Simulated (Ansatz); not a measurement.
AlAs:
```
CELL_PARAMETERS angstrom
      3.85083     0.00000     0.00000
      0.00000     3.85083     0.00000
      0.00000     0.00000     6.58490
ATOMIC_POSITIONS crystal
  Al 0.00000 0.50000 0.00000
  Al 0.50000 0.00000 0.50000
  As 0.00000 0.00000 0.25000
  As 0.00000 0.00000 0.75000
```

Relaxed with PBE. Special points in fractions of this cell's reciprocal vectors: Γ (0.000, 0.000, 0.000); X (0.000, 0.500, 0.000); M (0.500, 0.500, 0.000); Z (0.000, 0.000, 0.500); R (0.000, 0.500, 0.500); A (0.500, 0.500, 0.500).

List the band energies nearest the Fermi level at these points for PBE (plane waves, PAW; program Ansatz).

In eV from the Fermi level; about four levels below and three above (degenerate sets whole), none deeper than 8.9 eV; points with the same levels are listed once.

```csv
k,below,above
Γ,-0.70 -0.20 -0.14 -0.14,1.85 3.27 3.27
X,-5.83 -3.65 -1.46 -1.42,0.31 0.56 1.81
M,-4.84 -3.01 -3.01 -1.17,0.94 0.94 1.24
Z,-1.62 -1.62 -1.02 -1.02,0.84 0.84 3.47 3.47
R,-3.46 -3.03 -1.16 -0.28,0.92 1.86 2.48
A,-2.34 -2.34 -0.40 -0.40,3.23 3.23 3.94 3.94
```

Space group P4_2/mmc. A made-up cell: these elements were put on the sites of a structure type; neither database checked (COD, Materials Project) lists it. It is not the phase usual at ambient conditions (space group No. 216). The PBE relaxation kept the symmetry of its start; whether a distortion lowers the energy is not shown. Spin–orbit coupling is left out wherever it is not named.

Potentials: the later of the program's two PAW sets.
